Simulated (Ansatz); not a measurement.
**CdTe with and without relativity**

```yaml
crystal:
  lattice:
    - [0.00000, 3.30869, 3.30869]
    - [3.30869, 0.00000, 3.30869]
    - [3.30869, 3.30869, 0.00000]
  atoms:
    - { symbol: Cd, position: [0.00000, 0.00000, 0.00000] }
    - { symbol: Te, position: [0.25000, 0.25000, 0.25000] }
```

The cell comes from a relaxation on PAW files under the same functional, begun from a database entry that needn't be the ground state.

All-electron LAPW in Ansatz 0.2.0 under PBE, with a Γ-centred 11×11×11 k mesh, Fermi–Dirac smearing of 0.05 eV, no spin polarisation. The basis error target is 0.5 meV/atom. The same cell is solved at each level of relativity (Schrödinger's equation, the scalar-relativistic one, Dirac's), and each level may then relax the cell.

The elements are taken as Cd hcp, Te trigonal Te, each relaxed on PAW files under the same functional and computed by the same method as the compound; zero-point and thermal terms are left out. PBE lacks dispersion, which leaves layered or molecular solids underbound, be they references or the compound itself. Formation energies keep the scalar-relativistic cells of compound and elements, so at the other levels neither side is at rest.

The relaxed volume lies +10 % from the database entry's, so this cell isn't the real material's; missing dispersion or a faulty entry can cause that.

```
                   level  P at the cell (GPa)  gap (eV)  ΔE(formation) at the fixed cells (eV/atom)  relaxed V (Å³/atom)
     scalar-relativistic                 0.03      0.59                                      -0.464                36.22
        non-relativistic                 1.44      1.72                                           ?                    ?
with spin–orbit coupling                 0.05      0.32                                      -0.456                36.29
```

Question: Fill in "ΔE(formation) at the fixed cells (eV/atom)" for the row "non-relativistic".

Answer: -0.609.

Question: Fill in "relaxed V (Å³/atom)" for the row "non-relativistic".

Answer: 37.66.

Question: Does scalar relativity shrink or swell this crystal?

Answer: It shrinks it by 3.8 % in volume against the non-relativistic cell.

Question: How do the Löwdin populations move when relativity is switched off?

Answer: Cd 5s 0.89 → 0.81, Te 5s 1.91 → 1.88, Te 5p 5.02 → 5.13 electrons an atom. The projections hold only the shells that the free atoms fill, so charge of other character is partly counted to these shells and partly left out.
